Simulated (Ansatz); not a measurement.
# Ni3Pt (Pm-3m): couplings from the magnetic force theorem

The source of the geometry is a structure from the Materials Project; atoms and cell stay fixed.

Functional, mesh and filling: LDA, 8×8×8 k mesh, Fermi–Dirac smearing of 0.05 eV. PAW means Ansatz 0.2.0 on its default frozen-core files. Site moments are integrated in spheres about the atoms.

The run was typed so:

```yaml
crystal:
  lattice:
    - [3.62456679, 0.0, 0.0]
    - [0.0, 3.62456679, 0.0]
    - [0.0, 0.0, 3.62456679]
  atoms:
    - { symbol: Ni, position: [0.5, 0.0, 0.5], spin: 0.6 }
    - { symbol: Ni, position: [0.0, 0.5, 0.5], spin: 0.6 }
    - { symbol: Ni, position: [0.5, 0.5, 0.0], spin: 0.6 }
    - { symbol: Pt, position: [0.0, 0.0, 0.0], spin: 0.3 }
magnetization:
  spin_polarized: true
kpoints:
  mp_grid: { grid: [8, 8, 8] }
  band_path:
    path:
      - [0.0, 0.0, 0.0]
      - [0.0, 0.5, 0.0]
      - [0.5, 0.5, 0.0]
      - [0.0, 0.0, 0.0]
      - [0.5, 0.5, 0.5]
      - [0.0, 0.5, 0.0]
      - [0.5, 0.5, 0.5]
      - [0.5, 0.5, 0.0]
    npoints: 8
scf:
  occupations: { method: fermi_dirac, width: 0.05 }
  lower_state_search: "off"
hamiltonian:
  xc: lda
  pseudopotentials: { kind: paw }
output:
  eigenvalues: false
  eigenstates:
    nscf_kmesh: { grid: [8, 8, 8] }
    top_band: c42
    exchange_couplings: { magnetic: [{ species: Ni }] }
```

Command: `ansatz run input.yaml --threads 2 --pin off --max-ram 6144MiB --backend cpu --events-out ev --progress --plain --runs-dir out`

Site moments (μB): Ni1 0.65, Ni2 0.65, Ni3 0.65, Pt4 0.32. Cell moment 2.19 μB.

Couplings come from the force theorem (directions of the magnetic atoms constrained, all else relaxed) on a 8×8×8 mesh, with E = −Σ J e_i·e_j over ordered pairs of unit vectors, so positive J favours parallel moments.

| pair | count | J PAW (meV) |
| --- | --- | --- |
| Ni1–Ni at 2.56 Å | 8 | +5.08 |
| Ni1–Ni at 3.62 Å, set 1 | 4 | -0.64 |
| Ni1–Ni at 3.62 Å, set 2 | 2 | -0.10 |
| Ni1–Ni at 4.44 Å | 16 | +1.03 |
| Ni1–Ni at 5.13 Å, set 1 | 8 | +0.64 |
| Ni1–Ni at 5.13 Å, set 2 | 4 | -0.18 |
| Ni1–Ni at 5.73 Å | 16 | -0.16 |
| Ni1–Ni at 6.28 Å | 8 | -0.07 |
| Ni1–Ni at 6.78 Å | 32 | +0.10 |
| Ni1–Ni at 7.25 Å, set 1 | 4 | -0.06 |
| Ni1–Ni at 7.25 Å, set 2 | 2 | -0.16 |
| Ni1–Ni at 7.69 Å, set 1 | 8 | -0.29 |
| Ni1–Ni at 7.69 Å, set 2 | 16 | +0.02 |

Pairs at one distance with different couplings are listed as sets.

Q: What ordering temperature follows for classical moments?

A: 455 K in mean field, and 382 K by Tyablikov's decoupling, from all shells, not only those listed. Mean field overestimates it as a rule, and the couplings show only that this order is stable against small turns, not that no other order lies lower.

The couplings come from one mesh, and their convergence in k wasn't tested.

The PAW files were made with PBE; the program remakes their cores once for the run's functional and then keeps them frozen. The Ansatz runs typed with the search for lower states off end where their start leads. Spin–orbit coupling is left out although heavy atoms are present. These are results for the start and cell typed. The real compound can order otherwise, in a larger cell, or not at all, since semilocal functionals at zero temperature often overstate magnetism.
